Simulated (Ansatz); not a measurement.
HCl:
```
HCl
1.0
   -2.46144     2.46144     1.52916
    2.46144    -2.46144     1.52916
    2.46144     2.46144    -1.52916
H Cl
1 1
Direct
  0.00000   0.00000   0.00000
  0.50000   0.50000   0.00000
```

Relaxed with r²SCAN+D4. Special points in fractions of this cell's reciprocal vectors: Γ (0.000, 0.000, 0.000); X (0.000, 0.000, 0.500); M (-0.500, 0.500, 0.500); Z (0.346, 0.346, -0.346); Z0 (-0.346, 0.654, 0.346); P (0.250, 0.250, 0.250); N (0.000, 0.500, 0.000).

### Question
List the band energies nearest the valence-band maximum at these points for plane-wave PAW r²SCAN+D4 (Ansatz code).

### Answer
In eV from the valence-band maximum; about four levels below and three above (degenerate sets whole), none deeper than 8.9 eV; … stands for higher levels left out; points with the same levels are listed once.

```json
[
 {"k": "Γ", "below": "-0.37 -0.33 -0.33", "above": "3.47 7.68 …"},
 {"k": "X", "below": "-2.08 -0.49 -0.16", "above": "3.27 10.93 …"},
 {"k": "M", "below": "-1.67 -1.67 -0.62", "above": "3.04 8.74 …"},
 {"k": "Z", "below": "-6.08 -0.93 -0.93", "above": "10.22 10.93 …"},
 {"k": "P", "below": "-7.72 -0.36 -0.36", "above": "10.18 10.18 …"},
 {"k": "N", "below": "-7.74 -0.30 -0.20", "above": "9.13 10.22 …"}
]
```

Space group I4/mmm. The workflow started from an entry of the Crystallography Open Database (COD); the relaxed space group is not among those it files for this formula. COD files the formula under space group No. 36, 69, 225, so this cell is another polymorph or a model. The r²SCAN+D4 relaxation kept the symmetry of its start; its stability against distortions is not shown here. The substance is a gas or liquid at ambient conditions.

Potentials: the later of the program's two PAW sets.
